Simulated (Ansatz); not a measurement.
Geometry optimisation in Ansatz: input, command and trajectory.

```yaml
crystal:
  lattice:
    - [3.1999806822, 0.0, 0.0]
    - [-1.5999903411, 2.7712645624, 0.0]
    - [0.0, 0.0, 21.6714171188]
  atoms:
    - { symbol: Zn, position: [0.3333333333, 0.6666666667, 0.6356380806] }
    - { symbol: Zn, position: [0.3333333333, 0.6666666667, 0.8643619194] }
    - { symbol: Zn, position: [0.6666666667, 0.3333333333, 0.1356380806] }
    - { symbol: Zn, position: [0.6666666667, 0.3333333333, 0.3643619194] }
    - { symbol: In, position: [0.0, 0.0, 0.5] }
    - { symbol: In, position: [0.0, 0.0, 0.0] }
    - { symbol: Ga, position: [0.0, 0.0, 0.75] }
    - { symbol: Ga, position: [0.0, 0.0, 0.25] }
    - { symbol: O, position: [0.3333333333, 0.6666666667, 0.5485542299] }
    - { symbol: O, position: [0.0, 0.0, 0.6616599112] }
    - { symbol: O, position: [0.3333333333, 0.6666666667, 0.75] }
    - { symbol: O, position: [0.0, 0.0, 0.8383400888] }
    - { symbol: O, position: [0.3333333333, 0.6666666667, 0.9514457701] }
    - { symbol: O, position: [0.6666666667, 0.3333333333, 0.0485542299] }
    - { symbol: O, position: [0.0, 0.0, 0.1616599112] }
    - { symbol: O, position: [0.6666666667, 0.3333333333, 0.25] }
    - { symbol: O, position: [0.0, 0.0, 0.3383400888] }
    - { symbol: O, position: [0.6666666667, 0.3333333333, 0.4514457701] }
basis:
  ecutwfc: 420
kpoints:
  mp_grid: { grid: [12, 12, 2] }
hamiltonian:
  xc: pbesol
scf:
  occupations: { method: gaussian, width: 0.02 }
output:
  forces: true
  stress: true
  eigenvalues: true
  write_density: true
  write_potential: true
  elf: true
  volumetric_format: npy
relax:
  adjacent_minimum: "off"
  f_tol: 0.01
  max_steps: 30
  cell: { stress_tol: 0.1, fix: [volume] }
```

```bash
ansatz run input.yaml --threads 4 --pin off --max-ram 10240MiB --backend cpu --events-out ev --progress --plain --runs-dir out
```

Level of theory: DFT PBEsol, scalar-relativistic, plane waves, PAW (Ansatz).

The volume is held at 0.91 times that of the relaxed cell.

Of 4 frames 3 are shown, positions in Å and forces in eV/Å; the SCF threshold varies from step to step. Steps run on the plane waves of an earlier cell, with a Pulay correction in the pressure. The basis is chosen afresh for the last frame, the zero of the energies, and at times for earlier ones too; energy and pressure can step there, also at an unchanged geometry. Where two frames share a geometry here, they differ by under 2 meV/atom and 0.3 GPa.

```xyz
18
Lattice="3.2000 0.0000 0.0000 -1.6000 2.7713 0.0000 0.0000 0.0000 21.6714" Properties=species:S:1:pos:R:3:forces:R:3 pbc="T T T" step=1 free_energy_over_end_meV_per_atom=0.08 pressure_GPa=19.26
Zn    0.0000    1.8475   13.7752    0.0000    0.0000   -0.0059
Zn    0.0000    1.8475   18.7319    0.0000    0.0000    0.0059
Zn    1.6000    0.9238    2.9395    0.0000    0.0000   -0.0059
Zn    1.6000    0.9238    7.8962    0.0000    0.0000    0.0059
In    0.0000    0.0000   10.8357    0.0000    0.0000    0.0000
In    0.0000    0.0000    0.0000    0.0000    0.0000    0.0000
Ga    0.0000    0.0000   16.2536    0.0000    0.0000    0.0000
Ga    0.0000    0.0000    5.4179    0.0000    0.0000    0.0000
O     0.0000    1.8475   11.8879    0.0000    0.0000    0.0957
O     0.0000    0.0000   14.3391    0.0000    0.0000   -0.0891
O     0.0000    1.8475   16.2536    0.0000    0.0000    0.0000
O     0.0000    0.0000   18.1680    0.0000    0.0000    0.0891
O     0.0000    1.8475   20.6192    0.0000    0.0000   -0.0957
O     1.6000    0.9238    1.0522    0.0000    0.0000    0.0957
O     0.0000    0.0000    3.5034    0.0000    0.0000   -0.0891
O     1.6000    0.9238    5.4179    0.0000    0.0000    0.0000
O     0.0000    0.0000    7.3323    0.0000    0.0000    0.0891
O     1.6000    0.9238    9.7835    0.0000    0.0000   -0.0957
18
Lattice="3.1995 0.0000 0.0000 -1.5998 2.7709 0.0000 0.0000 0.0000 21.6775" Properties=species:S:1:pos:R:3:forces:R:3 pbc="T T T" step=2 free_energy_over_end_meV_per_atom=0.01 pressure_GPa=19.21
Zn    0.0000    1.8473   13.7805    0.0000    0.0000   -0.0058
Zn    0.0000    1.8473   18.7357    0.0000    0.0000    0.0058
Zn    1.5998    0.9236    2.9418    0.0000    0.0000   -0.0058
Zn    1.5998    0.9236    7.8969    0.0000    0.0000    0.0058
In    0.0000    0.0000   10.8387    0.0000    0.0000    0.0000
In    0.0000    0.0000    0.0000    0.0000    0.0000    0.0000
Ga    0.0000    0.0000   16.2581    0.0000    0.0000    0.0000
Ga    0.0000    0.0000    5.4194    0.0000    0.0000    0.0000
O     0.0000    1.8473   11.8949    0.0000    0.0000    0.0212
O     0.0000    0.0000   14.3420    0.0000    0.0000   -0.0464
O     0.0000    1.8473   16.2581    0.0000    0.0000    0.0000
O     0.0000    0.0000   18.1742    0.0000    0.0000    0.0464
O     0.0000    1.8473   20.6214    0.0000    0.0000   -0.0212
O     1.5998    0.9236    1.0561    0.0000    0.0000    0.0212
O     0.0000    0.0000    3.5033    0.0000    0.0000   -0.0464
O     1.5998    0.9236    5.4194    0.0000    0.0000    0.0000
O     0.0000    0.0000    7.3355    0.0000    0.0000    0.0464
O     1.5998    0.9236    9.7826    0.0000    0.0000   -0.0212
18
Lattice="3.1996 0.0000 0.0000 -1.5998 2.7709 0.0000 0.0000 0.0000 21.6765" Properties=species:S:1:pos:R:3:forces:R:3 pbc="T T T" step=4 free_energy_over_end_meV_per_atom=0.00 pressure_GPa=19.18
Zn    0.0000    1.8473   13.7790    0.0000    0.0000    0.0020
Zn    0.0000    1.8473   18.7356    0.0000    0.0000   -0.0020
Zn    1.5998    0.9236    2.9408    0.0000    0.0000    0.0020
Zn    1.5998    0.9236    7.8974    0.0000    0.0000   -0.0020
In    0.0000    0.0000   10.8382    0.0000    0.0000    0.0000
In    0.0000    0.0000    0.0000    0.0000    0.0000    0.0000
Ga    0.0000    0.0000   16.2573    0.0000    0.0000    0.0000
Ga    0.0000    0.0000    5.4191    0.0000    0.0000    0.0000
O     0.0000    1.8473   11.8946    0.0000    0.0000   -0.0016
O     0.0000    0.0000   14.3388    0.0000    0.0000    0.0000
O     0.0000    1.8473   16.2573    0.0000    0.0000    0.0000
O     0.0000    0.0000   18.1759    0.0000    0.0000    0.0000
O     0.0000    1.8473   20.6201    0.0000    0.0000    0.0016
O     1.5998    0.9236    1.0564    0.0000    0.0000   -0.0016
O     0.0000    0.0000    3.5006    0.0000    0.0000    0.0000
O     1.5998    0.9236    5.4191    0.0000    0.0000    0.0000
O     0.0000    0.0000    7.3377    0.0000    0.0000    0.0000
O     1.5998    0.9236    9.7819    0.0000    0.0000    0.0016
```

The run took 66 s on 4 threads of Arm Neoverse V1, with other jobs on the host, peak memory 1.1 GiB.